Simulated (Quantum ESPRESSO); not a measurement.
# Planted mistakes on one cell of ZnCa2MgO4

These are calculations, not measurements. They come from pw.x of Quantum ESPRESSO 7.5, a plane-wave density functional program, with PseudoDojo standard norm-conserving files (v0.5 for PBE, v0.4.1 for LDA and PBEsol). The cells are made up: elements, strain and atom displacements were drawn at random, and nothing was relaxed. There is no spin polarisation, spin-orbit coupling or dispersion term.

The cell has 8 sites of a rocksalt lattice. Sites 1 to 4 hold Zn Ca Mg Ca; sites 5 to 8 hold O O O O. Cell vectors in Å: (4.784, 0.001, 0.019); (0.001, 4.646, 0.030); (0.019, 0.030, 4.743). Settings: PBE, cutoff 1143 eV, 4 x 4 x 4 k mesh shifted by half a step, Fermi-Dirac smearing of 0.025 eV.

The intended run has a self-consistency threshold of 1e-07 eV, a smearing term of 0.000 eV, a pressure of -7.88 GPa and 12 iterations. Each further run changes one thing: all lengths scaled by 0.9850; atoms of sites 1 and 3 exchanged; cutoff 853 eV; files of PBEsol; k mesh 1 x 1 x 1; one electron added; smearing 0.61 eV; threshold 0.08 eV. A coarse mesh keeps the shift, and a charged cell sits in a uniform background.

```
run  change of free energy (eV)  smearing term -TS (eV)  change of P (GPa)  largest change of a force component (eV/Å)  iterations
  A                      15.217                   0.000              -4.10                                       0.044          12
  B                      -3.248                   0.000              -8.87                                       1.293          12
  C                       0.030                   0.000              -1.45                                       0.049           5
  D                       1.033                   0.000             -15.67                                       0.019          12
  E                      -0.263                  -0.934               1.57                                       0.081          12
  F                      10.660                   0.000              25.68                                       0.379          13
  G                       0.035                   0.000               0.03                                       0.279          12
  H                      -0.169                   0.000               4.30                                       0.125          12
```

A rerun of the intended cell at 1437 eV and k mesh 6 x 6 x 6 moved values by no more than 0.002 eV in the cell's energy, 0.04 GPa in stress and 0.002 eV/Å in force.

Question: which change belongs to which run?

## Worked reading

Run C has the fewest iterations, as a run stopped early does. Run E has the largest smearing term, as wide smearing gives. Run D has a higher energy and the largest fall in pressure, as too small a basis gives. Run H changes the volume by a factor of 0.9557; minus its pressure change over the logarithm of that factor, 95 GPa, is a rough bulk modulus with clamped atoms. Energies from files of another functional, or of a charged cell, have another zero and say nothing on stability; the pressure of a charged cell rests on the program's zero of potential too.

## Key

| run | change |
| --- | --- |
| A | files of PBEsol |
| B | k mesh 1 x 1 x 1 |
| C | threshold 0.08 eV |
| D | cutoff 853 eV |
| E | smearing 0.61 eV |
| F | one electron added |
| G | atoms of sites 1 and 3 exchanged |
| H | all lengths scaled by 0.9850 |